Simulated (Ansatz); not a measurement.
Theory: Ansatz 0.2.0, DFT PBE, scalar-relativistic, plane waves, PAW. The final run on the 12-atom cell used 420 eV, a Γ-centred 12×12×4 mesh, 0.10 eV smearing and no spin polarisation.

Formation energies are uncorrected and count from the elements' standard states at the same level.

Q: Propose a candidate for a hexagonal metal that holds N and 2 more elements, with a formation energy near −1.16 eV/atom and a density near 8.66 g/cm³, in a cell of 12 atoms. Its symmetry should be P6_3mc (No. 186).

A: Hf2AlN3, space group P6_3mc (No. 186). Around Hf on its first site lie 3 N at 2.07 Å and 1 N at 2.20 Å; Hf on its second site is surrounded by 4 N at 2.12–2.17 Å; Al has 4 N at 1.91–2.00 Å; N on its first site is surrounded by 1 Al at 1.91 Å and 3 Hf at 2.12 Å; 2 more sites not described.

```yaml
crystal:
  lattice:
    - [3.36349, 0.00000, 0.00000]
    - [-1.68174, 2.91286, 0.00000]
    - [0.00000, 0.00000, 16.67009]
  atoms:
    - { symbol: Hf, position: [0.33333, 0.66667, 0.33866] }
    - { symbol: Hf, position: [0.33333, 0.66667, 0.66534] }
    - { symbol: Hf, position: [0.66667, 0.33333, 0.16534] }
    - { symbol: Hf, position: [0.66667, 0.33333, 0.83866] }
    - { symbol: Al, position: [0.33333, 0.66667, 0.00023] }
    - { symbol: Al, position: [0.66667, 0.33333, 0.50023] }
    - { symbol: N, position: [0.33333, 0.66667, 0.11462] }
    - { symbol: N, position: [0.33333, 0.66667, 0.47080] }
    - { symbol: N, position: [0.33333, 0.66667, 0.79535] }
    - { symbol: N, position: [0.66667, 0.33333, 0.29535] }
    - { symbol: N, position: [0.66667, 0.33333, 0.61462] }
    - { symbol: N, position: [0.66667, 0.33333, 0.97080] }
```

- Volume per atom: 13.61 Å³
- Density: 8.66 g/cm³
- Formation energy: −1.16 eV/atom
- Gap on the 12×12×4 mesh of the 12-atom cell: 0 eV (a metal)

The structure comes from a generated guess, relaxed at this level; another structure or a mixture of phases may lie lower. Other answers may fit too; this one was computed.

These runs have no spin–orbit coupling, which can matter for Hf. Symmetry constrained the relaxation, so the result can be a saddle point. Another cell of Hf2AlN3 relaxed alike, in P3m1, lies 72 meV/atom lower, so this cell isn't the stable form at this level.
